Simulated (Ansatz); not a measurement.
A generator proposed this cell of SiGe5.

```cif
data_structure
_symmetry_space_group_name_H-M 'P-6m2'
_symmetry_Int_Tables_number 187
_cell_length_a 2.9174
_cell_length_b 2.9174
_cell_length_c 14.1805
_cell_angle_alpha 90.000
_cell_angle_beta 90.000
_cell_angle_gamma 120.000
_cell_volume 104.52
loop_
_atom_site_label
_atom_site_type_symbol
_atom_site_symmetry_multiplicity
_atom_site_Wyckoff_symbol
_atom_site_fract_x
_atom_site_fract_y
_atom_site_fract_z
_atom_site_occupancy
Si1 Si 1 a 0.00000 0.00000 0.00000 1
Ge1 Ge 2 i 0.66667 0.33333 0.83533 1
Ge2 Ge 2 g 0.00000 0.00000 0.66764 1
Ge3 Ge 1 f 0.66667 0.33333 0.50000 1
```

The calculation used DFT PBE, scalar-relativistic, plane waves, PAW (Ansatz). Plane waves to 420 eV, a k mesh through Γ of 6×6×2 on the computed 6-atom cell and Gaussian smearing (0.10 eV); no spin polarisation.

The zero of energy is the elements' standard structures at the same level; no fitted shifts are applied.

Q: What does a single point on this coarse mesh give?

A: The pressure is 5.9 GPa (the mean over three directions, positive in compression), the largest force is 0.44 eV/Å, and the energy is +0.45 eV/atom against the elements. The shortest distance is 2.88 Å.

Q: Is it a good guess?

A: A good one: relaxing gains under 0.1 eV/atom (the start's value is from the coarse mesh, so the gain is rough) in 9 ionic steps and ends at +0.38 eV/atom on the finer mesh. The symmetry stays P-6m2 (No. 187). The volume per atom grows by 6.7 %, from 17.4 to 18.6 Å³. The shortest distance goes from 2.88 Å (Si–Ge) to 2.83 Å (Si–Ge). Conventional cell: a = 2.996 Å, c = 14.352 Å. Si has 6 Ge at 2.83 Å and 6 Si at 3.00 Å; Ge on a site of symmetry 3m has 3 Si at 2.83 Å and 9 Ge at 3.00–3.03 Å; Ge on a second site of symmetry 3m is surrounded by 12 Ge at 3.00–3.03 Å; 1 more site not described.

The last run used a 12×12×4 mesh (in the run's order of axes) for its 6-atom cell and Gaussian smearing of 0.10 eV. The relaxation can't lower the symmetry of the start, and the grade says only how near the guess is to its own end. Symmetry constrained the relaxation, so the result can be a saddle point.
